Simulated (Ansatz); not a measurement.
# Scan of one atom of the cell for WC (WC type, space group P-6m2)

Starting cell, WC (WC type, space group P-6m2):

```
WC
1.0
    2.92185     0.00000     0.00000
   -1.46093     2.53040     0.00000
    0.00000     0.00000     2.84710
W C
1 1
Direct
  0.00000   0.00000   0.00000
  0.66667   0.33333   0.50000
```

Scan: atom 2 (C, nearest neighbour W at 2.207 Å; its periodic images, 2.8 Å or more away, move with it) is displaced along Cartesian x, direction (1.000, 0.000, 0.000) in Cartesian axes, by s. The other atoms stay.

Level of theory: PBE (plane waves to 420 eV, PAW, scalar-relativistic; Ansatz, a program for electronic structure). k mesh 15×15×13 (Γ-centred), Fermi-Dirac smearing 0.05 eV. Energies are smeared free energies. Compression counts positive. With partly filled bands, energies and forces of such displacements shift with the k mesh and the smearing. F∥ is the force on the atom along that direction. F⊥ is the part of the force across the line. Spin-orbit coupling is left out, though W is heavy. WC is run without spin polarisation. WC was relaxed with its symmetry unable to fall. ΔE is measured from the undisplaced structure.

```
s (Å)   ΔE (meV/cell)  |F⊥| (eV/Å)  F∥ (eV/Å)  P (GPa)
------  -------------  -----------  ---------  -------
-0.660           2612        3.813      5.768     56.7
-0.528           1838        2.459      5.820     38.3
-0.396           1106        1.486      5.154     22.4
-0.264            511        0.677      3.760     10.1
-0.132            130        0.169      1.971      2.5
0.000               0        0.000      0.000      0.0
0.132             130        0.169     -1.971      2.5
0.264             511        0.677     -3.760     10.1
0.396            1106        1.486     -5.154     22.4
0.528            1838        2.459     -5.820     38.3
0.660            2612        3.813     -5.768     56.7
```

Summary:

Energy at s = 0.660 Å: 2612 meV/cell
Force along the line at s = -0.660 Å: 5.77 eV/Å
Symmetry of the curve: even: the same for both signs
Shape of the curve: a single well with its minimum at or next to zero displacement
Force constant k = d²E/ds² at s = 0 (finite differences): 15.2 eV/Å²
Harmonic estimate at the end of the scan: ½ks² = 3302 meV/cell against the computed 2612 meV/cell, so the well is softer than harmonic there

The 11 points together took about 2.5 core-minutes (a rough figure).

(For displaced atoms, the force is minus the slope of the energy, and its curvature is a force constant, which sets phonon frequencies.)
